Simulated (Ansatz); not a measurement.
MoSe$_{2}$:
```
MoSe2
1.0
    3.27697     0.00000     0.00000
   -1.63848     2.83794     0.00000
    0.00000     0.00000    12.73538
Se Mo
4 2
Cartesian
  0.00000   1.89196   7.87754
  1.63848   0.94598   1.50985
  0.00000   1.89196  11.22553
  1.63848   0.94598   4.85784
  0.00000   1.89196   3.18385
  1.63848   0.94598   9.55154
```

Tensor components refer to the Cartesian frame of this cell.

**Question.** Give the high-frequency dielectric tensor and the Born effective charge tensors of the independent atoms from DFPT, plane-wave PAW PBE+D3(BJ) (Ansatz code).

**Answer.** 
ε∞:
```
17.0  0.00  0.00
0.00  17.0  0.00
0.00  0.00  8.87
```
Z* of atom 1 (Se), rows: field, columns: displacement, in e:
```
0.90  0.00  0.00
0.00  0.90  0.00
0.00  0.00  0.55
```
Z* of atom 5 (Mo), rows: field, columns: displacement, in e:
```
-1.80   0.00   0.00
 0.00  -1.80   0.00
 0.00   0.00  -1.09
```

Static charges for comparison (Bader): Se1 -0.48, Mo5 +0.96 e. Born charges measure polarisation by displacement and can exceed these by far.

Space group P6_3/mmc. The PBE+D3(BJ) relaxation kept the symmetry of its start. No spin polarisation was allowed. Scalar-relativistic: spin–orbit coupling is off unless named, which matters more the heavier the elements.

Potentials: the later of the program's two PAW sets.
